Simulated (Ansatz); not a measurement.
## Electron–phonon coupling and T_c of Pt, calculated with Ansatz

Space group Fm-3m (No. 225), 1 atom in the cell of the first input below: a = 2.770 Å, b = 2.770 Å, c = 2.770 Å, α = 60.00°, β = 60.00°, γ = 60.00°.

The cell was built from a prototype of a structure type listed for this element, relaxed without spin–orbit coupling to zero pressure (pressure 0.0 GPa with this functional, without spin–orbit coupling). Functional: PBEsol.

Input:

```yaml
crystal:
  lattice:
    - [0.0, 1.9586106373, 1.9586106373]
    - [1.9586106373, 0.0, 1.9586106373]
    - [1.9586106373, 1.9586106373, 0.0]
  atoms:
    - { symbol: Pt, position: [0.0, 0.0, 0.0] }
basis:
  ecutwfc: 420
  ecutrho_ratio: 4
kpoints:
  mp_grid: { grid: [15, 15, 15] }
hamiltonian:
  xc: pbesol
scf:
  occupations: { method: methfessel_paxton, width: 0.2 }
output: {}
phonons:
  supercell: [3, 3, 3]
  qpath:
    path:
      - [[0.0, 0.0, 0.0], [0.5, 0.0, 0.5], [0.625, 0.25, 0.625]]
      - [[0.375, 0.375, 0.75], [0.0, 0.0, 0.0], [0.5, 0.5, 0.5], [0.5, 0.25, 0.75], [0.5, 0.0, 0.5]]
    npoints: 6
  electrical_resistivity: { mesh: [30, 30, 30], temperatures: [50, 100, 200, 300, 500] }
  superconductivity: { mesh: [30, 30, 30], eliashberg_equations: false }
```

```bash
ansatz run input.yaml --threads 8 --pin off --max-ram 15360MiB --backend cpu --events-out ev --progress --plain --runs-dir out
```

Time: 2.6 min on 8 threads of Arm Neoverse V1, with other jobs on the host, peak memory 6.1 GiB.

On the finest mesh λ = 0.5108, ω_log = 11.004 meV, N(E_F) = 1.020 states per eV, spin and cell. λ by mesh: 30×30×30 0.511, 15×15×15 0.518.

Q: What T_c does McMillan's formula in the Allen–Dynes form give for μ* = 0.10?

A: T_c = (ω_log/1.2) exp[−1.04(1+λ)/(λ − μ*(1+0.62λ))] = (127.70 K/1.2) × exp(−1.5712/0.3791) = 1.69 K. By mesh, finest first, the same formula gives 1.69, 1.80 K.

| μ* | McMillan (K) | Allen–Dynes with strong-coupling factors (K) |
| --- | --- | --- |
| 0.08 | 2.21 | 2.26 |
| 0.10 | 1.69 | 1.72 |
| 0.12 | 1.24 | 1.26 |
| 0.13 | 1.04 | 1.06 |
| 0.14 | 0.86 | 0.88 |
| 0.16 | 0.57 | 0.58 |
| 0.20 | 0.19 | 0.19 |

Caveats: no spin-orbit coupling, which matters for these elements; small supercell, couplings not converged in it; with so small a supercell and a typed μ*, T_c can miss a measured one by a factor of two or more.
